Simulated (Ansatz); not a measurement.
KF:
Space group Fm-3m (No. 225); a = b = c = 5.4207 Å, α = β = γ = 90.00°

| atom | site | symmetry | x | y | z |
|---|---|---|---|---|---|
| K | 4a | m-3m | 0.0000 | 0.0000 | 0.0000 |
| F | 4b | m-3m | 0.5000 | 0.5000 | 0.5000 |
(The calculation used a cell of 2 atoms; values per cell refer to that cell.)

Relaxed with PBE.

### Question
Tabulate the valence density and the electron localisation function along the shortest K–F contact (2.71 Å), the program Ansatz at the PBE level (PAW).

### Answer


```
distance from K (Å)  density (e/Å³)   ELF
-------------------  --------------  ----
0.27                           4.18  0.71
0.41                           3.77  0.82
0.54                           2.91  0.87
0.68                           1.91  0.88
0.81                           1.09  0.85
0.95                           0.56  0.73
1.08                           0.28  0.41
1.22                           0.15  0.10
1.36                           0.11  0.03
1.49                           0.12  0.06
1.63                           0.18  0.24
1.76                           0.33  0.54
1.90                           0.64  0.73
2.03                           1.31  0.80
2.17                           2.85  0.81
2.30                           5.79  0.77
2.44                           9.60  0.65
```

The density is the valence pseudo-density with augmentation charge, so density and ELF within about 1 Å of a nucleus are not all-electron values.

The PBE relaxation kept the symmetry of its start; phonons on a q-mesh show no instability.

Potentials: the later of the program's two PAW sets.
